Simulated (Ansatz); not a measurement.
ZrAs:
```cif
data_As4Zr4
_chemical_formula_sum 'Zr4 As4'
_space_group_name_H-M_alt 'P63/mmc'
_space_group_IT_number 194
_space_group_name_Hall '-P 6c 2c'
_cell_length_a 3.83128
_cell_length_b 3.83128
_cell_length_c 12.89182
_cell_angle_alpha 90.000
_cell_angle_beta 90.000
_cell_angle_gamma 120.000
loop_
_atom_site_label
_atom_site_type_symbol
_atom_site_symmetry_multiplicity
_atom_site_Wyckoff_symbol
_atom_site_fract_x
_atom_site_fract_y
_atom_site_fract_z
_atom_site_occupancy
Zr1 Zr 4 f 0.33333 0.66667 0.11661 1
As1 As 2 a 0.00000 0.00000 0.00000 1
As2 As 2 d 0.66667 0.33333 0.25000 1
```

Relaxed with r²SCAN.

Tabulate the valence density and the electron localisation function along the shortest Zr–Zr contact (3.44 Å), the program Ansatz at the r²SCAN level (PAW).



```
distance from Zr (Å)  density (e/Å³)   ELF
--------------------  --------------  ----
0.34                            4.05  0.54
0.52                            3.68  0.78
0.69                            2.34  0.79
0.86                            1.11  0.61
1.03                            0.47  0.28
1.20                            0.24  0.12
1.38                            0.17  0.14
1.55                            0.15  0.22
1.72                            0.15  0.27
1.89                            0.15  0.22
2.06                            0.17  0.14
2.24                            0.24  0.12
2.41                            0.47  0.28
2.58                            1.11  0.61
2.75                            2.34  0.79
2.92                            3.68  0.78
3.10                            4.05  0.54
```

The density is the valence pseudo-density with augmentation charge, so density and ELF within about 1 Å of a nucleus are not all-electron values.

Space group P6_3/mmc. The workflow started from an entry of the Crystallography Open Database (COD). Its standing as an ambient phase is unchecked. Symmetry was held in the r²SCAN relaxation; its stability against distortions is not shown here. No spin polarisation was allowed.

Potentials: the later of the program's two PAW sets.
